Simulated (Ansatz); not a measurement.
InAg$_{3}$ under pressure

Computed with Ansatz 0.2.0, DFT PBEsol, scalar-relativistic, plane waves, PAW. Cutoff 420 eV, 10×10×10 k-points (Γ-centred), Fermi-Dirac smearing of 0.15 eV. No spin polarisation. Phonons by linear response, acoustic sum rule imposed.

Relaxed structure:
```xyz
4
Lattice="4.1401 0.0000 0.0000 0.0000 4.1401 0.0000 0.0000 0.0000 4.1401" Properties=species:S:1:pos:R:3 pbc="T T T"
In    0.0000    0.0000    0.0000
Ag    0.0000    2.0701    2.0701
Ag    2.0701    0.0000    2.0701
Ag    2.0701    2.0701    0.0000
```

In a metal, frequencies and elastic constants depend on the k mesh and the smearing, soft modes and shear constants most.

The cell is relaxed again at 2 and 6 GPa. How do volume, gap and optical modes at Γ (cm⁻¹, counted from the lowest optical one; a degenerate one stands once) change?

Answers

```
          0 GPa  2 GPa  6 GPa
    V/V0  1.000  0.982  0.951
gap (eV)   0.00   0.00   0.00
  mode 1     97    102    112
  mode 4    103    108    117
  mode 7    157    165    179
```